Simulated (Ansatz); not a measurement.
An elastic tensor (GPa, Voigt order, standard axes) from plane-wave PAW PBE+D3(BJ) (Ansatz code):

|  | 1 | 2 | 3 | 4 | 5 | 6 |
|---|---|---|---|---|---|---|
| 1 | 97.1 | 29.2 | 22.6 | 0.0 | 0.0 | 0.0 |
| 2 | 29.2 | 97.1 | 22.6 | 0.0 | 0.0 | 0.0 |
| 3 | 22.6 | 22.6 | 100.0 | 0.0 | 0.0 | 0.0 |
| 4 | 0.0 | 0.0 | 0.0 | 33.9 | 0.0 | 0.0 |
| 5 | 0.0 | 0.0 | 0.0 | 0.0 | 33.9 | 0.0 |
| 6 | 0.0 | 0.0 | 0.0 | 0.0 | 0.0 | 34.0 |

**Question.** Which of these materials gives this?
(A) Os, hcp (Mg type)
(B) Zr, hcp (Mg type)
(C) Lu, hcp (Mg type)

**Answer.** C, Lu, hcp (Mg type)

Space group P6_3/mmc (hcp (Mg type)). Symmetry was held in the PBE+D3(BJ) relaxation. The pairwise dispersion correction was not fitted to metals. As this level gives no gap, shear constants depend on the k-mesh and smearing (Fermi–Dirac, 0.1 eV here). On the denser mesh and wider smearing of the elastic run this cell carries a stress of 0.3 GPa. Scalar-relativistic: spin–orbit coupling is off unless named, which matters more the heavier the elements.

Potentials: the later of the program's two PAW sets.
